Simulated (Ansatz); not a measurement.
A geometry of SnO away from equilibrium: step 2 of the relaxation of a generated cell, SnO built in the AFLOW prototype AB_cI16_199_a_a (B_a). Computed with PBE (plane waves to 420 eV, PAW, scalar-relativistic; Ansatz, a program for electronic structure). Γ-centred k-mesh 5×5×5 on the run's cell (coarser than for final values), Fermi–Dirac smearing 0.05 eV.

```xyz
8
Lattice="-3.1747 3.1747 3.1747 3.1747 -3.1747 3.1747 3.1747 3.1747 -3.1747" Properties=species:S:1:pos:R:3:forces:R:3 pbc="T T T" free_energy=-26360.147 pressure_GPa=-4.0
O      2.9284     2.9284     2.9284    0.0640    0.0640    0.0640
O      0.2464     3.4211    -0.2464   -0.0640   -0.0640    0.0640
O      3.4211    -0.2464     0.2464   -0.0640    0.0640   -0.0640
O     -0.2464     0.2464     3.4211    0.0640   -0.0640   -0.0640
Sn     1.4789     1.4789     1.4789    1.4921    1.4921    1.4921
Sn    -1.4789     1.6958     1.4789   -1.4921   -1.4921    1.4921
Sn     1.6958     1.4789    -1.4789   -1.4921    1.4921   -1.4921
Sn     1.4789    -1.4789     1.6958    1.4921   -1.4921   -1.4921
```

Positions in Å, forces in eV/Å, free energy of the cell in eV (comparable only within this code, potentials and settings). Largest force: 2.58 eV/Å, on Sn5, Sn6, Sn7, Sn8 (atoms numbered as listed); the geometry lies 0.21 eV/atom above the end of its relaxation.

No spin polarisation in the result.

The run could not lose the symmetry of its start, so the end can be a saddle point.

The end of the path is a generated cell of SnO: the first start was made by placing the elements on the sites of a structure type, and the end was not matched to a known phase here, so it may be hypothetical. Known forms of SnO include space group No. 129.
